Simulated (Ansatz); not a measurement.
Thermal properties of Co₃Si₈Ni from its phonons

All numbers below come from Ansatz, DFT PBE, scalar-relativistic, plane waves, PAW. Settings: 420 eV plane-wave cutoff, Γ-centred 10×10×4 mesh, Fermi-Dirac smearing of 0.15 eV. No spin polarisation. Phonons by linear response, acoustic sum rule imposed.

The cell, relaxed at this level:
```xyz
12
Lattice="3.7973 0.0000 0.0000 0.0000 3.7973 0.0000 0.0000 0.0000 10.7572" Properties=species:S:1:pos:R:3 pbc="T T T"
Co    0.0000    0.0000    0.0000
Co    1.8986    1.8986    2.7030
Co    1.8986    1.8986    8.0542
Si    1.8986    0.0000    1.3363
Si    0.0000    1.8986    4.0013
Si    1.8986    0.0000    6.7559
Si    0.0000    1.8986    9.4209
Si    1.8986    0.0000    4.0013
Si    0.0000    1.8986    6.7559
Si    1.8986    0.0000    9.4209
Si    0.0000    1.8986    1.3363
Ni    0.0000    0.0000    5.3786
```

The structure comes from a generated guess, relaxed at this level; another structure or a mixture of phases may lie lower. In a metal, frequencies and elastic constants depend on the k mesh and the smearing, soft modes and shear constants most. The q mesh is coarse, so values between its points are rough.

Force constants from linear response on a 2×2×1 q mesh, interpolated to a fine mesh.

Phonon density of states, in bins of 10 cm⁻¹:
(bin centre (cm⁻¹), share of modes (%)): (5, 0.0), (15, 0.0), (25, 0.0), (35, 0.1), (45, 0.1), (55, 0.2), (65, 0.3), (75, 0.4), (85, 0.6), (95, 0.9), (105, 1.6), (115, 1.7), (125, 2.0), (135, 2.2), (145, 2.2), (155, 2.3), (165, 2.3), (175, 2.2), (185, 1.6), (195, 1.3), (205, 1.2), (215, 1.1), (225, 0.8), (235, 1.3), (245, 2.6), (255, 2.9), (265, 4.7), (275, 4.6), (285, 5.9), (295, 5.4), (305, 4.3), (315, 3.9), (325, 3.0), (335, 3.4), (345, 4.5), (355, 6.0), (365, 8.9), (375, 8.1), (385, 3.6), (395, 1.7), (405, 0.2)

Problem. How much zero-point energy does an atom carry?

Solution. 52.1 meV.

Problem. How large are the vibrational entropy and heat capacity at 300 K?

Solution. S = 2.55 k_B and C_V = 2.56 k_B per atom, 85 % of the Dulong–Petit value.

Problem. Tabulate them against temperature.

Solution.
```tsv
T (K)	F_vib (meV/atom)	S (k_B/atom)	C_V (k_B/atom)
100	50.8	0.48	1.01
200	42.0	1.59	2.14
300	24.0	2.55	2.56
400	-1.4	3.31	2.74
500	-32.7	3.93	2.83
600	-68.9	4.45	2.88
700	-109.2	4.90	2.91
800	-153.2	5.29	2.93
900	-200.3	5.64	2.95
1000	-250.2	5.95	2.96
```
